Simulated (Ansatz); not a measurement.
SnPt:
```
CELL_PARAMETERS angstrom
      5.69228     0.00000     0.00000
     -2.84614     4.92966     0.00000
      0.00000     0.00000     4.47199
ATOMIC_POSITIONS crystal
  Pt 0.50000 0.00000 0.00000
  Pt 0.50000 0.50000 0.00000
  Pt 0.00000 0.50000 0.00000
  Sn 0.00000 0.00000 0.00000
  Sn 0.33333 0.66667 0.50000
  Sn 0.66667 0.33333 0.50000
```

Relaxed with r²SCAN. Special points in fractions of this cell's reciprocal vectors: Γ (0.000, 0.000, 0.000); M (0.500, 0.000, 0.000); K (0.333, 0.333, 0.000); A (0.000, 0.000, 0.500); L (0.500, 0.000, 0.500); H (0.333, 0.333, 0.500).

### Question
List the band energies nearest the Fermi level at these points for plane-wave PAW r²SCAN with spin–orbit coupling (Ansatz code).

### Answer
In eV from the Fermi level; about four levels below and three above (degenerate sets whole), none deeper than 8.9 eV; points with the same levels are listed once.

```tsv
k	below	above
Γ	-1.12 -1.12 -0.33 -0.33	0.71 0.71 1.14 1.14
M	-2.39 -2.39 -0.16 -0.16	0.08 0.08 0.33 0.33
K	-0.16 -0.16 -0.09 -0.09	0.34 0.34 1.35 1.35
A	-0.90 -0.90 -0.76 -0.76	0.02 0.02 0.24 0.24
L	-1.67 -1.67 -0.34 -0.34	0.59 0.59 2.83 2.83
H	-1.90 -1.90 -1.83 -1.83	0.50 0.50 1.64 1.64
```

Space group P6/mmm. A made-up cell: these elements were put on the sites of a structure type; neither database checked (COD, Materials Project) lists it. COD files the formula under space group No. 194, so this cell is another polymorph or a model. Its standing as an ambient phase is unchecked. Symmetry was held in the r²SCAN relaxation; its stability against distortions is not shown here. No spin polarisation was allowed.

Potentials: the earlier of the program's two PAW sets.
